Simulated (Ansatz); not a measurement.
Rb:
```
CELL_PARAMETERS angstrom
      4.97721     0.00000     0.00000
     -2.48860     4.31039     0.00000
      0.00000     0.00000     8.07887
ATOMIC_POSITIONS crystal
  Rb 0.33333 0.66667 0.25000
  Rb 0.66667 0.33333 0.75000
```

Relaxed with PBEsol. Special points in fractions of this cell's reciprocal vectors: Γ (0.000, 0.000, 0.000); M (0.500, 0.000, 0.000); K (0.333, 0.333, 0.000); A (0.000, 0.000, 0.500); L (0.500, 0.000, 0.500); H (0.333, 0.333, 0.500).

### Question
List the band energies nearest the Fermi level at these points for DFT-PBEsol in the program Ansatz with PAW potentials.

### Answer
In eV from the Fermi level; about four levels below and three above (degenerate sets whole), none deeper than 8.9 eV; … stands for higher levels left out; points with the same levels are listed once.

| k | below | above |
|---|---|---|
| Γ | -2.03 | 0.14 0.71 3.51 3.51 |
| M | – | 0.03 0.32 1.30 |
| K | – | 0.75 0.75 0.76 |
| A | -1.33 -1.33 | 2.37 2.37 … |
| L | – | 0.40 0.40 0.95 0.95 |
| H | – | 1.07 1.07 1.29 1.29 |

Space group P6_3/mmc (hcp (Mg type)). The workflow started from a Materials Project entry (that database holds measured and hypothetical structures alike); the Crystallography Open Database copy checked does not list it. It is not the phase usual at ambient conditions (space group No. 229). Symmetry was held in the PBEsol relaxation; whether a distortion lowers the energy is not shown. Scalar-relativistic: spin–orbit coupling is off unless named, which matters more the heavier the elements.

Potentials: the later of the program's two PAW sets.
